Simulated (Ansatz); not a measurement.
Input file for Ansatz (a first-principles code):

Ansatz 0.2 input:
```yaml
crystal:
  lattice:
    - [5.6713784366, 0.0, 0.0]
    - [0.0, 5.6713784366, 0.0]
    - [0.0, 0.0, 5.6713784366]
  atoms:
    - { symbol: Cs, position: [0.0, 0.0, 0.0] }
    - { symbol: Pb, position: [0.5, 0.5, 0.5] }
    - { symbol: Cl, position: [0.0, 0.5, 0.5] }
    - { symbol: Cl, position: [0.5, 0.5, 0.0] }
    - { symbol: Cl, position: [0.5, 0.0, 0.5] }
kpoints:
  mp_grid: { grid: [5, 5, 5] }
hamiltonian:
  xc: r2scan
  pseudopotentials: { kind: paw }
scf:
  occupations: { method: fixed }
checkpoint: { read: static.run }
output: { bader: true, populations: true }
```

Output (shortened):

```
Pseudopotential: Cs, paw, valence charge 9
Pseudopotential: Pb, paw, valence charge 14
Pseudopotential: Cl, paw, valence charge 7
Functional definition: r2SCAN
Crystal: 5 atoms, lattice volume = 182.417 Å³
Basis set: ecut = 500 eV, 4625 PW (Γ), exchange–correlation on 180×180×180 points (64 copies of the dense FFT grid, shifted against one another)
Bands: 27, of which v1, the nominal top of the filled ones, is band 22 counted from 1 (21 counted from 0)
Symmetry: 48 space group operations
Space group: Pm-3m (ITA 221), of the structure as read, at distance tolerance 5.7e-5 Å
k-points: 10 of 125
Stability of the state it starts from, as read at its close in the unpolarized treatment …
iter 1 solved again at ethr=1.07e-7 eV; its pass at ethr=3.10e-3 eV (dr2=4.70e-5 eV) is discarded
SCF iter   1: F=—  HF=-20866.173072 eV  |F-HF|=—  |Δ(HF+E_count)|=         —  Δρ=3.65e-7  dr2=1.48e-10  dr2_τ=3.57e-11  ethr=1.07e-7  ⟨swp⟩=3.3  Hψ=1948  notcnv=0  defer=30
preconditioner: auto → Resta (q_TF=auto, 2.153 Å⁻¹)
SCF iter   2: F=-20866.173072 eV  HF=-20866.173072 eV  |F-HF|=3.64e-12  |Δ(HF+E_count)|=   2.07e-9  Δρ=1.80e-7  dr2=4.91e-11  dr2_τ=2.33e-11  ethr=1.00e-12  ⟨swp⟩=13.1  Hψ=1829  notcnv=0
SCF 1 converged in 2 iterations: F = -20866.173072 eV  dr2 = 4.91e-11
SCF converged after 2 iterations
Free energy (F): -20866.173072 eV
Harris-Foulkes:  -20866.173072 eV  (|F-HF|=3.64e-12)
Internal energy: -20866.173072 eV  (E = F + TS)
E sigma→0 (E₀):  -20866.173072 eV
Fermi energy:    2.833772 eV
--- Per-component energies (eV) ---
  E_band       = -273.732520
  E_kinetic    = 910.032904
  E_local      = -2708.024114  (includes V_loc(G=0)·N_el)
  E_nonlocal   = 465.019056
  E_hartree    = 1025.611623
  E_xc         = -684.589376
  E_vxc        = -689.007579  (∫ρ·V_xc dr)
  E_paw        = -17522.488263  (= ΣΔE_a)
  E_vpaw       = -342.053337  (= ΣTr[D̂ρ^β])
  E_aug_tail   = 0.000126  (compensation charges beyond the density's cutoff)
  E_vtau       = 39.077153  (kinetic-family band-sum trace: ∫τ·v_τ [+ j·A + Jᵃ·Aᵃ] dr)
  E_ewald      = -2352.341189
  E_core_change = 0.606161  (= ΣΔE_core)
  E_smearing   =  0.000000  (= −TS)
  E_closure    =  0.000000  (closes the sum)
  Σ components = -20866.173072   (vs F -20866.173072, Δ=0.00e0)
  [band-id]    e_kinetic+e_local+e_nonlocal+2·e_hartree+e_vxc+e_vpaw+e_augmentation_tail+e_vtau = -273.732545   (vs E_band -273.732520, Δ=-2.46e-5)
--- Band table (eV; the first three rows and the last of 10) ---
  k-point 0: bands = ["-18.4503", "-13.9111", "-13.9111", "-13.6946", "-13.6946", "-13.6946", "-12.2007", "-11.4026", "-11.4026", "-4.8894", "-4.8894", "-4.8894", "-3.1764", "-1.1514", "-1.1514", "-1.1514", "0.8070", "0.8070", "0.8070", "0.9023", "0.9023", …
  k-point 1: bands = ["-18.4496", "-13.9111", "-13.8775", "-13.6951", "-13.6951", "-13.6946", "-12.1560", "-11.5043", "-11.4020", "-4.8852", "-4.8833", "-4.8833", "-3.6232", "-1.1251", "-1.1251", "-0.3947", "0.7711", "0.7751", "0.7751", "0.8678", "0.8678", …
  k-point 2: bands = ["-18.4486", "-13.9110", "-13.8210", "-13.6958", "-13.6958", "-13.6946", "-12.0175", "-11.7374", "-11.4010", "-4.8785", "-4.8733", "-4.8733", "-4.0686", "-1.0806", "-1.0806", "0.2557", "0.7148", "0.7203", "0.7203", "0.8144", "0.8144", …
  k-point 9: bands = ["-18.4458", "-13.7628", "-13.7628", "-13.6970", "-13.6970", "-13.6970", "-11.8569", "-11.7741", "-11.7741", "-5.3864", "-4.9278", "-4.9278", "-4.9168", "0.2161", "0.2720", "0.2720", "0.4579", "0.4579", "1.1445", "1.1445", "1.1751", …
--- Löwdin populations: 5 sites ---
  site symbol       q [e]
     0     Cs      8.1837
     1     Pb     13.1967
     2     Cl      7.4964
     3     Cl      7.4964
     4     Cl      7.4964
  spilling = 0.002961 (of n_electrons = 44.000000)
--- Bader charges: 5 sites ---
  site symbol  charge [e]  shift [e]
     0     Cs      0.9099     0.0000
     1     Pb      1.3232     0.0000
     2     Cl     -0.7444     0.0000
     3     Cl     -0.7444     0.0000
     4     Cl     -0.7444     0.0000
  shift: an alarm, by how much a part of what the PAW files miss would move the charge. Where it is large, compare
  with a run on PAW files of another source; a small one proves nothing
  estimated error of the sums over rays = 8.4e-5 e
```

Cost: roughly 30 core-seconds on shared cores.

This is a known high-temperature phase of the composition, computed here at zero pressure and temperature. Symmetry was held in the r²SCAN relaxation; its stability against distortions is not shown here. Spin–orbit coupling is left out wherever it is not named.

Potentials: the later of the program's two PAW sets.

Ansatz is a plane-wave DFT program.
